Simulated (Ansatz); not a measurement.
Te (trigonal-Te type, space group P3_121)

```xyz
3
Lattice="4.6235 0.0000 0.0000 -2.3118 4.0041 0.0000 0.0000 0.0000 5.9044" Properties=species:S:1:pos:R:3 pbc="T T T"
Te     1.1718     0.0000     1.9681
Te    -0.5859     1.0148     3.9362
Te     1.7259     2.9893     0.0000
```

Two-dimensional scan of atom 1 (Te, nearest neighbour Te at 2.827 Å; its periodic images, 4.6 Å or more away, move with it): u runs along (0.707, 0.707, 0.000), v along (0.000, 0.000, 1.000) (Cartesian). Cell and other atoms are fixed.

Level of theory: r2SCAN (plane waves to 500 eV, PAW, scalar-relativistic; Ansatz, an electronic-structure program). k mesh 7×7×5 (Γ-centred), Fermi-Dirac smearing 0.05 eV. The energy includes the smearing's −TS. As the smearing reaches across the gap at some points, energies and forces of such displacements shift with the k mesh and the smearing. Spin-orbit coupling is left out, though Te is heavy. Te was relaxed with its symmetry unable to fall. The PAW data are Ansatz's earlier set. The last digit holds for this mesh only.

Changes of ΔE (meV/cell) from the point u = 0.000 Å, v = 0.000 Å when one coordinate moves alone (two changes are said to add if the coupling is within 5 % of the smaller one, nearly so within 20 %):

| point | change |
|---|---|
| u = 0.000 Å, v = -0.420 Å | 509.5 |
| u = 0.000 Å, v = -0.210 Å | 127.2 |
| u = -0.420 Å, v = 0.000 Å | 367.4 |
| u = -0.210 Å, v = 0.000 Å | 83.4 |
| u = 0.210 Å, v = 0.000 Å | 65.0 |
| u = 0.420 Å, v = 0.000 Å | 217.9 |
| u = 0.000 Å, v = 0.210 Å | 127.2 |
| u = 0.000 Å, v = 0.420 Å | 509.5 |

Q: Do the two effects add at u = -0.420 Å, v = 0.420 Å? Give the computed change.

A: The sum of the single changes is 367.4 + (509.5) = 876.9; the calculation gives 785.0, so the coupling contributes -91.9 (over 20 % of the smaller single change, not additive).

Q: What is the change at u = -0.210 Å, v = -0.210 Å, where both move, and how far is it from the sum?

A: The sum of the single changes is 83.4 + (127.2) = 210.6; the calculation gives 341.6, so the coupling contributes 131.0 (over 20 % of the smaller single change, not additive).

Q: Do the two effects add at u = 0.420 Å, v = 0.210 Å? Give the computed change.

A: The sum of the single changes is 217.9 + (127.2) = 345.1; the calculation gives 255.3, so the coupling contributes -89.8 (over 20 % of the smaller single change, not additive).

(A displaced cell: forces are minus the slopes of the energy, force constants its curvatures, and phonons follow from these.)
